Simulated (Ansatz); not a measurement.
**Cu: from a starting cell to a relaxed one**

The start is a generated cell, Cu built in the fcc structure type. The structure is fully relaxed (lattice and positions, P = 0) with r2SCAN (plane waves to 500 eV, PAW, scalar-relativistic; Ansatz, an electronic-structure program). The first steps use a coarse 15×15×15 k-mesh.

Initial structure:
```yaml
crystal:
  lattice:
    - [0.00000, 1.80500, 1.80500]
    - [1.80500, 0.00000, 1.80500]
    - [1.80500, 1.80500, 0.00000]
  atoms:
    - { symbol: Cu, position: [0.00000, 0.00000, 0.00000] }
```

How large is the pressure on the unrelaxed cell, and of which sign?

-4.4 GPa (negative: the cell is under tension).

By how much does the energy per atom fall from start to end?

Under 0.01 eV/atom.

How does the volume per atom move from start to end?

-2.7 %, from 11.76 to 11.44 Å³/atom.

How do the shortest distances between atoms change?

The closest pairs of elements (up to four, under 3.6 Å), start → end: Cu–Cu 2.55 → 2.53 Å.

Is the relaxed structure metallic? Give its gap.

No gap (metallic).

Give the final cell and atomic positions.


Space group Fm-3m (No. 225); a = 3.5768 Å, b = 3.5768 Å, c = 3.5768 Å, α = 90.00°, β = 90.00°, γ = 90.00°

| atom | site | symmetry | x | y | z |
|---|---|---|---|---|---|
| Cu | 4a | m-3m | 0.0000 | 0.0000 | 0.0000 |
(The calculation used a cell of 1 atom; values per cell refer to that cell.)

The space group stays Fm-3m (No. 225) (the run could not lower it); the end is fcc (Cu type), with 1 atom in the primitive cell. Final values are on a 22×22×22 k-mesh of the relaxed cell. No spin polarisation in the result.

The run could not lose the symmetry of its start.
